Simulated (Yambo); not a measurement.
Ba$_{2}$LuNbO$_{6}$ (space group Fm-3m, No. 225), G0W0@PBEsol in Yambo with this input:

```
rim_cut
gw0
dyson
el_el_corr
HF_and_locXC
ppa
em1d
RandQpts= 1000000
RandGvec= 1 Ry
EXXRLvcs= 100 Ry
VXCRLvcs= 400 Ry
Chimod= "HARTREE"
% BndsRnXp
 3 | 232 |
%
NGsBlkXp= 7 Ry
% LongDrXp
 1.0 | 1.0 | 1.0 |
%
PPAPntXp= 27.2114 eV
% GbndRnge
 1 | 232 |
%
GTermKind= "BG"
DysSolver= "n"
ExtendOut
```

On a 2×2×2 mesh, with wavefunctions cut at 100 Ry, the gap (Γ → Γ) is 3.572 eV and the valence edge shifts by 0.258 eV.

What happens with this change: 2 Ry block?

The gap rises by 0.131 eV, to 3.703 eV; the shift of the valence edge becomes 0.227 eV. Neither run is shown to be the converged limit.

Spin-orbit coupling is not included.

Geometry of the Materials Project entry, not relaxed at this level; primitive cell a = 5.9413 Å, b = 5.9413 Å, c = 5.9413 Å, α = 60.00°, β = 60.00°, γ = 60.00°.

The structure is a Materials Project entry; no match was found in the copy of COD used, and its stability was not checked.

A shift is the quasiparticle energy of the state minus its PBEsol energy.
